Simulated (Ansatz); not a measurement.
Given:

Si:
```
CELL_PARAMETERS angstrom
      5.67122     0.00000     0.00000
      0.00000     5.67122     0.00000
      0.00000     0.00000     6.84947
ATOMIC_POSITIONS crystal
  Si 0.07902 0.07902 0.00000
  Si 0.42098 0.57902 0.75000
  Si 0.92098 0.92098 0.50000
  Si 0.57902 0.42098 0.25000
  Si 0.16474 0.37335 0.23621
  Si 0.12665 0.66474 0.98621
  Si 0.83526 0.62665 0.73621
  Si 0.87335 0.33526 0.48621
  Si 0.66474 0.12665 0.01379
  Si 0.62665 0.83526 0.26379
  Si 0.33526 0.87335 0.51379
  Si 0.37335 0.16474 0.76379
```

This is the r²SCAN-relaxed structure. Cartesian axes are those of the cell as given.

### Question
All from r²SCAN (plane waves, PAW; program Ansatz), unless another level is named. Estimate the Young's modulus.

### Answer
161 GPa.

### Question
And the elastic constants (relaxed ions, GPa)?

### Answer
C11 = 210, C12 = 31.5, C13 = 39.5, C33 = 128, C44 = 71.9, C66 = 58.2.

### Question
Give the piezoelectric stress constants (proper, relaxed ions, C/m²).

### Answer
e14 = -0.12, e25 = 0.12.

Space group P4_32_12. The start of the workflow was typed in or built on a structure type; neither database checked (COD, Materials Project) lists it. It is not the phase usual at ambient conditions (space group No. 227). The r²SCAN relaxation kept the symmetry of its start; its stability against distortions is not shown here.

Potentials: the earlier of the program's two PAW sets.
